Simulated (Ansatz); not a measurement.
Si2BAs:
```
CELL_PARAMETERS angstrom
      1.78521     1.03069     6.02143
     -1.78521     1.03069     6.02143
      0.00000    -2.06138     6.02143
ATOMIC_POSITIONS crystal
  B  0.99436 0.99436 0.99436
  As 0.11149 0.11149 0.11149
  Si 0.50697 0.50697 0.50697
  Si 0.63721 0.63721 0.63721
```

Relaxed with r²SCAN. Special points in fractions of this cell's reciprocal vectors: Γ (0.000, 0.000, 0.000); T (0.500, 0.500, 0.500); H2 (0.814, 0.186, 0.500); H0 (0.500, -0.186, 0.186); L (0.500, 0.000, 0.000); S0 (0.343, -0.343, 0.000); S2 (0.657, 0.000, 0.343); F (0.500, 0.000, 0.500).

Task: List the band energies nearest the Fermi level at these points for r²SCAN (plane waves, PAW; program Ansatz).

Result: In eV from the Fermi level; about four levels below and three above (degenerate sets whole), none deeper than 8.9 eV; points with the same levels are listed once.

| k | below | above |
|---|---|---|
| Γ | -2.10 -2.10 -0.48 | 0.04 0.04 1.71 |
| T | -1.98 -1.98 -0.44 -0.44 | 2.03 3.23 3.23 |
| H2 | -6.09 -4.54 -3.48 -2.97 | 1.18 1.80 4.75 |
| L | -4.92 -4.59 -3.83 -2.16 | 1.07 2.70 3.60 |
| S0 | -6.23 -4.46 -3.72 -2.92 | 0.98 2.96 3.47 |
| F | -3.91 -1.85 -1.47 -0.06 | 0.45 2.13 3.44 |

Space group R3m. The start of the workflow was typed in or built on a structure type; neither database checked (COD, Materials Project) lists it. Whether it is the stable phase at ambient conditions was not checked. The r²SCAN relaxation kept the symmetry of its start; its stability against distortions is not shown here. The volume moved by 17 % from the start of the relaxation. A small band overlap can be real or an error of a semilocal functional. The Fermi level of a semimetal is unsure by some 0.05 eV on such meshes. Spin–orbit coupling is left out wherever it is not named.

Potentials: the earlier of the program's two PAW sets.
